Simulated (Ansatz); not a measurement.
# BAs: computed property card

BAs:
Space group P-6m2 (No. 187); a = b = 3.196 Å, c = 2.897 Å, α = β = 90.00°, γ = 120.00°

```json
[
 {"atom": "B", "site": "1a", "symmetry": "-6m2", "x": "0.0000", "y": "0.0000", "z": "0.0000"},
 {"atom": "As", "site": "1f", "symmetry": "-6m2", "x": "0.6667", "y": "0.3333", "z": "0.5000"}
]
```

Space group P-6m2 (No. 187); conventional cell a = b = 3.196 Å, c = 2.897 Å, α = β = 90.00°, γ = 120.00°.

Method: the program Ansatz at the PBE level (PAW). Structure relaxed to zero pressure with the same functional. Other levels are named where they apply.

**Cell and energy**

```yaml
volume_per_atom: 12.82 Å³
density: 5.55 g/cm³
Formation energy from the elements (no fitted shifts): 1.09 eV/atom
```

**Electronic structure**

```yaml
electronic_character: metallic (no gap)
Density of states at the Fermi level: 0.36 states/eV per atom (mean over ±0.08 eV)
Gap with spin–orbit coupling: none (metallic)
```

**Mechanics**

```yaml
Bulk modulus (Birch–Murnaghan fit): 114 GPa
Pressure derivative B′: 4.3
```

A made-up cell: these elements were put on the sites of a structure type; neither database checked (COD, Materials Project) lists it. It is not the phase usual at ambient conditions (space group No. 216). Symmetry was held in the PBE relaxation; its stability against distortions is not shown here. The references are the lowest solids computed at this level, not always the standard phases. Scalar-relativistic: spin–orbit coupling is off unless named, which matters more the heavier the elements.

Potentials: the later of the program's two PAW sets.
